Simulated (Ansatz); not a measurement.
With DFT-PBE in the program Ansatz with PAW potentials, ZrMo in the orthorhombic phase (Cmcm; Zr on 4c, Mo on 4c) relaxes to a = 3.232 Å, b = 12.008 Å, c = 4.070 Å. Against the elements it lies at 22 kJ/mol-atom, with no fitted shifts.

Electronic character: metallic (no gap).

The start of the workflow was typed in or built on a structure type; neither database checked (COD, Materials Project) lists it. Its standing as an ambient phase is unchecked. The PBE relaxation kept the symmetry of its start; whether a distortion lowers the energy is not shown. The run is not spin-polarised. Its formation energy is positive at this level, so the cell may be metastable or incomplete. Axis ratios of metals converge slowly with the k-mesh, so a and c are less sure than the volume. The references are the lowest solids computed at this level, not always the standard phases. Spin–orbit coupling is left out wherever it is not named.

Potentials: the earlier of the program's two PAW sets.
